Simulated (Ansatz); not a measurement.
## Calculated with Ansatz: LaAgSeF, relaxation

Run with:

```bash
ansatz run input.yaml --threads 2 --pin off --max-ram 3584MiB --backend cpu --events-out ev --progress --plain --runs-dir out
```

The input file (Ansatz 0.2.0, plane waves):

```yaml
crystal:
  lattice:
    - [4.084852, 0.0, 0.0]
    - [0.0, 4.084852, 0.0]
    - [0.0, 0.0, 9.064262]
  atoms:
    - { symbol: La, position: [0.25, 0.25, 0.34758] }
    - { symbol: La, position: [0.75, 0.75, 0.65242] }
    - { symbol: Ag, position: [0.75, 0.25, 0.0] }
    - { symbol: Ag, position: [0.25, 0.75, 0.0] }
    - { symbol: Se, position: [0.75, 0.75, 0.1968] }
    - { symbol: Se, position: [0.25, 0.25, 0.8032] }
    - { symbol: F, position: [0.75, 0.25, 0.5] }
    - { symbol: F, position: [0.25, 0.75, 0.5] }
  symmetry: { tolerance: 0.0003 }
kpoints:
  mp_grid: { grid: [6, 6, 3], shift: [0, 0, 0] }
magnetization:
  spin_polarized: false
scf:
  occupations: { method: cold, width: 0.0103 }
  lower_state_search: "off"
hamiltonian:
  pseudopotentials: { kind: paw }
  xc: pbe
basis:
  ecutwfc: 420
  fft_grid_basis: typed
relax:
  max_steps: 80
  cell: { p_target: 20.0 }
output:
  forces: true
  stress: true
  eigenvalues: true
  bader: true
  populations: true
  elf: true
  write_potential: true
  volumetric_format: npy
  dos:
    e_range: [-12, 8]
    de: 0.05
    projected: { site_lists: { Ag: [Ag], F: [F], La: [La], Se: [Se] } }
  write_density: true
checkpoint:
  read: saved_state
```

Origin of the cell: a known structure type with other elements, at an estimated volume, so it need not be a known compound.

The saved state is a converged single point of the same cell.

Output (shortened):

```
La: projections on atomic orbitals take those of the free atom [Kr 4d10] 4f0 5s2 5p6 5d1 6s2, of charge +0.00 (hamiltonian.pseudopotentials.projection_atoms); the dataset's partial waves leav […]
Pseudopotentials: kind: paw
Pseudopotential: La, paw, valence charge 11, recommended cutoff 420 eV (normal), La.paw.azcp
Pseudopotential: Ag, paw, valence charge 19, recommended cutoff 420 eV (normal), Ag.paw.azcp
Pseudopotential: Se, paw, valence charge 16, recommended cutoff 420 eV (normal), Se.paw.azcp
Pseudopotential: F, paw, valence charge 7, recommended cutoff 420 eV (normal), F.paw.azcp
Functional definition: PBE
  exchange = pbe_x(kappa = kappa, mu = beta*pi^2/3)
  correlation = pbe_c(beta = beta)
Crystal: 8 atoms, lattice volume = 151.246 Å³
Basis set: ecut = 420 eV, 2959 PW (Γ), exchange–correlation on 60×60×128 points (8 copies of the dense FFT grid, shifted against one another)
[… 13 lines left out …]
Initial density: read from a saved state, or passed on in memory by an earlier SCF of this step, an earlier step, the calling program or the single point that the run made first
Functional: x = pbe(κ = 0.804, μ = 0.219515), c = pbe(β = 0.066725)
SCF iter   1: F=—  HF=-40244.763203 eV  Δρ=1.54e-3  dr2=1.03e-2
SCF iter   2: F=—  HF=-40244.762261 eV  S|Δr|=    0.00e0  Δρ=7.59e-4  dr2=2.00e-3  defer=1
SCF iter   3: F=—  HF=-40244.762113 eV  S|Δr|=    0.00e0  Δρ=1.85e-4  dr2=6.79e-5  defer=1
SCF iter   4: F=—  HF=-40244.762201 eV  S|Δr|=    0.00e0  Δρ=9.19e-5  dr2=1.57e-5  defer=6
SCF iter   5: F=—  HF=-40244.762197 eV  S|Δr|=    0.00e0  Δρ=2.64e-5  dr2=1.59e-6  defer=6
SCF iter   6: F=—  HF=-40244.762197 eV  S|Δr|=    0.00e0  Δρ=8.95e-6  dr2=1.51e-7  defer=6
SCF iter   7: F=-40244.762197 eV  HF=-40244.762197 eV  S|Δr|=    0.00e0  Δρ=3.16e-6  dr2=1.97e-8
relax step   1: F+E_penalty+E_count = -40244.762197 eV  Δ(F+E_penalty+E_count) = +0.000e0 eV  max|allowed force component| = 2.213e0 eV/Å  Δτ_max = 0.0000 Å  P = +8.652 GPa  Ω = 151.246 Å³  ( […]
relax step   2: F+E_penalty+E_count = -40244.469426 eV  Δ(F+E_penalty+E_count) = +2.928e-1 eV  max|allowed force component| = 4.943e-1 eV/Å  Δτ_max = 0.1950 Å  P = +19.109 GPa  Ω = 135.562 Å³ […]
relax step   3: F+E_penalty+E_count = -40244.470482 eV  Δ(F+E_penalty+E_count) = -1.056e-3 eV  max|allowed force component| = 2.709e-1 eV/Å  Δτ_max = 0.1125 Å  P = +20.758 GPa  Ω = 135.358 Å³ […]
relax step   4: F+E_penalty+E_count = -40244.529860 eV  Δ(F+E_penalty+E_count) = -5.938e-2 eV  max|allowed force component| = 1.075e-2 eV/Å  Δτ_max = 0.0367 Å  P = +19.783 GPa  Ω = 135.691 Å³ […]
relax step   5: F+E_penalty+E_count = -40244.490004 eV  Δ(F+E_penalty+E_count) = +3.986e-2 eV  max|allowed force component| = 1.039e-2 eV/Å  Δτ_max = 0.0047 Å  P = +20.052 GPa  Ω = 135.366 Å³ […]
relax step   6: F+E_penalty+E_count = -40244.490878 eV  Δ(F+E_penalty+E_count) = -8.734e-4 eV  max|allowed force component| = 7.733e-3 eV/Å  Δτ_max = 0.0021 Å  P = +20.025 GPa  Ω = 135.373 Å³ […]
relax step   7: F+E_penalty+E_count = -40244.489442 eV  Δ(F+E_penalty+E_count) = +1.436e-3 eV  max|allowed force component| = 2.392e-2 eV/Å  Δτ_max = 0.0160 Å  P = +19.886 GPa  Ω = 135.364 Å³ […]
relax step   8: F+E_penalty+E_count = -40244.489208 eV  Δ(F+E_penalty+E_count) = +1.670e-3 eV  max|allowed force component| = 3.277e-3 eV/Å  Δτ_max = 0.0047 Å  P = +20.026 GPa  Ω = 135.359 Å³ […]
relax step   9: F+E_penalty+E_count = -40244.479019 eV  Δ(F+E_penalty+E_count) = +1.019e-2 eV  max|allowed force component| = 3.516e-3 eV/Å  Δτ_max = 0.0000 Å  P = +19.887 GPa  Ω = 135.359 Å³  stress off target by 1.22e-1 GPa […]
relax step  10: F+E_penalty+E_count = -40244.464589 eV  Δ(F+E_penalty+E_count) = +1.443e-2 eV  max|allowed force component| = 6.477e-3 eV/Å  Δτ_max = 0.0004 Å  P = +20.019 GPa  Ω = 135.242 Å³ […]
relax step  11: F+E_penalty+E_count = -40244.464451 eV  Δ(F+E_penalty+E_count) = +1.374e-4 eV  max|allowed force component| = 6.385e-3 eV/Å  Δτ_max = 0.0000 Å  P = +20.017 GPa  Ω = 135.242 Å³  stress off target by 1.99e-2 GPa […]
SCF 11 converged in 5 iterations: F = -40244.464451 eV  dr2 = 7.35e-11
basis re-selected at this cell: Δ(F+E_penalty+E_count) = +1.374e-4 eV, ΔP = -0.001 GPa vs the last step (what re-selecting the basis moved, of the pressure what is left beyond the Pulay corre […]
SCF converged after 5 iterations
Stability not checked: this state was not tested for a lower state beside it, because cold or Methfessel-Paxton smearing, or corrected tetrahedra, fill the levels in a way that the test cannot read (fill_not_monotonic; […]
Free energy (F): -40244.464451 eV
Harris-Foulkes:  -40244.464451 eV  (|F-HF|=2.91e-11)
Internal energy: -40244.464429 eV  (E = F + TS)
E sigma→0 (E₀):  -40244.464444 eV
Entropy (-TS):   -0.000022 eV (-0.003 meV/atom)
Fermi energy:    16.216448 eV
--- Per-component energies (eV) ---
  E_band       = -1065.406516
  E_kinetic    = 2114.163575
  E_local      = -12149.824907  (includes V_loc(G=0)·N_el)
  E_nonlocal   = -690.120236
  E_hartree    = 5743.854450
  E_xc         = -1027.255755
  E_vxc        = -1180.627915  (∫ρ·V_xc dr)
  E_paw        = -22863.168738  (= ΣΔE_a)
  E_vpaw       = -646.709593  (= ΣTr[D̂ρ^β])
  E_aug_tail   = 0.003532  (compensation charges beyond the density's cutoff)
  E_ewald      = -11372.116350
  E_smearing   = -0.000022  (= −TS)
  Σ components = -40244.464451   (vs F -40244.464451, Δ=0.00e0)
--- Forces (eV/Å), atoms counted from 1 ---
  atom   1  La     0.000000     0.000000    -0.006385
  atom   2  La    -0.000000     0.000000     0.006385
  atom   3  Ag    -0.000000     0.000000     0.000000
  atom   4  Ag     0.000000     0.000000    -0.000000
  atom   5  Se     0.000000     0.000000     0.002074
  atom   6  Se    -0.000000     0.000000    -0.002074
  atom   7  F      0.000000     0.000000     0.000000
  atom   8  F     -0.000000     0.000000    -0.000000
  max |Σ_I F_I| component: 3.47e-18 eV/Å
--- Stress (GPa, compression-positive) ---
       20.019891       0.000000      -0.000000
        0.000000      20.019891      -0.000000
       -0.000000      -0.000000      20.012671
  P = ⅓ Tr σ = 20.0175 GPa (200.175 kbar)
--- Relaxed structure (9 steps of the walk, 8 accepted, 2 SCFs on fresh bases) ---
  F+E_penalty+E_count = -40244.464451 eV   max|allowed force component| = 6.385e-3 eV/Å   (the final SCF, on the basis selected at the relaxed cell)
  cell:  # Å, volume = 135.2420 Å³
    - [3.903361, 0.0, 0.0]
    - [0.0, 3.903361, 0.0]
    - [0.0, 0.0, 8.876345]
  atoms:
    - { symbol: La, position: [0.250000, 0.250000, 0.327381] }
    - { symbol: La, position: [0.75, 0.75, 0.672619] }
    - { symbol: Ag, position: [0.75, 0.250000, 3.767e-19] }
    - { symbol: Ag, position: [0.250000, 0.75, 3.767e-19] }
    - { symbol: Se, position: [0.75, 0.75, 0.223991] }
    - { symbol: Se, position: [0.250000, 0.250000, 0.776009] }
    - { symbol: F, position: [0.75, 0.250000, 0.5] }
    - { symbol: F, position: [0.250000, 0.75, 0.5] }
--- Löwdin populations: 8 sites ---
  site symbol       q [e]
     0     La     10.6682
     1     La     10.6682
     2     Ag     18.5963
     3     Ag     18.5963
     4     Se     16.1906
     5     Se     16.1906
     6      F      7.3539
     7      F      7.3539
  spilling = 0.003603 (of n_electrons = 106.000000)
--- Bader charges: 8 sites ---
  site symbol  charge [e]  shift [e]
     0     La      1.7391     0.0000
     1     La      1.7391     0.0000
     2     Ag     -0.0266     0.0001
     3     Ag     -0.0266     0.0001
     4     Se     -0.8980     0.0001
     5     Se     -0.8980     0.0001
     6      F     -0.8145     0.0000
     7      F     -0.8145     0.0000
  estimated error of the sums over rays = 4.1e-4 e
```

Before:

Space group P4/nmm (No. 129); the run's cell has a = 4.085 Å, b = 4.085 Å, c = 9.064 Å, α = 90.00°, β = 90.00°, γ = 90.00°. Shortest distances: F–La 2.47 Å, Ag–Se 2.71 Å, Ag–Ag 2.89 Å, F–F 2.89 Å, La–Se 3.20 Å, F–Se 3.42 Å.

After:

Space group P4/nmm (No. 129); the run's cell has a = 3.903 Å, b = 3.903 Å, c = 8.876 Å, α = 90.00°, β = 90.00°, γ = 90.00°. Shortest distances: F–La 2.48 Å, Ag–Ag 2.76 Å, F–F 2.76 Å, Ag–Se 2.79 Å, La–Se 2.91 Å, F–Se 3.13 Å.

* Enthalpy lowered by: 212.5 meV/atom
* Volume change: -10.58 %
* Final pressure: 20.02 GPa
* Relaxation steps listed: 11

Caveats: no spin, though holes on the anions or broken bonds may carry moments; no spin-orbit coupling, though heavy elements are present; the relaxation held the start's symmetry, so the end may be a saddle point.

The run took 2.1 min on 2 threads of Arm Neoverse V1 (shared host), peak memory 0.59 GiB, from a saved density.
